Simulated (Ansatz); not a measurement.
# Varying the input for LiCuAuO2

The reference input for Ansatz (plane-wave DFT with PAW):

```yaml
crystal:
  lattice:
    - [1.6371994655, 0.9452375521, 6.418816]
    - [-1.6371994655, 0.9452375521, 6.418816]
    - [0.0, -1.8904751042, 6.418816]
  atoms:
    - { symbol: Li, position: [0.757259, 0.757259, 0.757259] }
    - { symbol: Cu, position: [0.515803, 0.515803, 0.515803], spin: 1.0 }
    - { symbol: Au, position: [0.991794, 0.991794, 0.991794] }
    - { symbol: O, position: [0.884222, 0.884222, 0.884222] }
    - { symbol: O, position: [0.100922, 0.100922, 0.100922] }
basis:
  ecutwfc: 420
kpoints:
  mp_grid: { grid: [6, 6, 6] }
hamiltonian:
  xc: pbe
scf:
  occupations: { method: gaussian, width: 0.1 }
  lower_state_search: "off"
output:
  forces: true
  stress: true
  eigenvalues: true
  populations: true
magnetization:
  spin_polarized: true
```

Command:

```bash
ansatz run input.yaml --threads 1 --pin off --max-ram 1331MiB --backend cpu --events-out ev --progress --plain --runs-dir out
```

The run converges in 23 SCF iterations on 32 irreducible k-points: pressure -1.02 GPa, largest force 0.221 eV/Å, no gap, cell moment 0.89 μB.

Settings here are deliberately varied, not converged. Each trial's input is given as a difference from the reference's; energies are extrapolated to zero smearing where there is one, and pressure is positive in compression. Charged cells sit in a uniform background, and their pressures hang on that convention.

Trial 1:

```diff
 crystal:
   atoms:
-    - { symbol: Cu, position: [0.515803, 0.515803, 0.515803], spin: 1.0 }
+    - { symbol: Cu, position: [0.515803, 0.515803, 0.515803], spin: 0.53 }
-    - { symbol: O, position: [0.884222, 0.884222, 0.884222] }
+    - { symbol: O, position: [0.884222, 0.884222, 0.884222], spin: 0.26 }
 kpoints:
-  mp_grid: { grid: [6, 6, 6] }
+  mp_grid: { grid: [3, 3, 3] }
 hamiltonian:
-  xc: pbe
+  xc: rpbe
```

The run converges in 21 SCF iterations on 6 irreducible k-points: pressure 1.79 GPa, largest force 0.164 eV/Å, no gap, cell moment 0.88 μB. Forces of RPBE on these PAW sets can be off by 10 %.

Trial 2:

```diff
 crystal:
   atoms:
-    - { symbol: Cu, position: [0.515803, 0.515803, 0.515803], spin: 1.0 }
+    - { symbol: Cu, position: [0.515803, 0.515803, 0.515803], spin: 0.53 }
-    - { symbol: O, position: [0.884222, 0.884222, 0.884222] }
+    - { symbol: O, position: [0.884222, 0.884222, 0.884222], spin: 0.26 }
+total_charge: 0.5
 basis:
-  ecutwfc: 420
+  ecutwfc: 310
 kpoints:
-  mp_grid: { grid: [6, 6, 6] }
+  mp_grid: { grid: [3, 3, 3] }
 hamiltonian:
-  xc: pbe
+  xc: pw92
 scf:
-  occupations: { method: gaussian, width: 0.1 }
+  occupations: { method: gaussian, width: 0.0089 }
```

The run converges in 23 SCF iterations on 6 irreducible k-points: pressure -14.26 GPa (with the neutralising background of the charged cell), largest force 0.705 eV/Å, no gap, cell moment 0.28 μB. It warns that the cutoff lies under the recommended one, 420 eV for these potentials.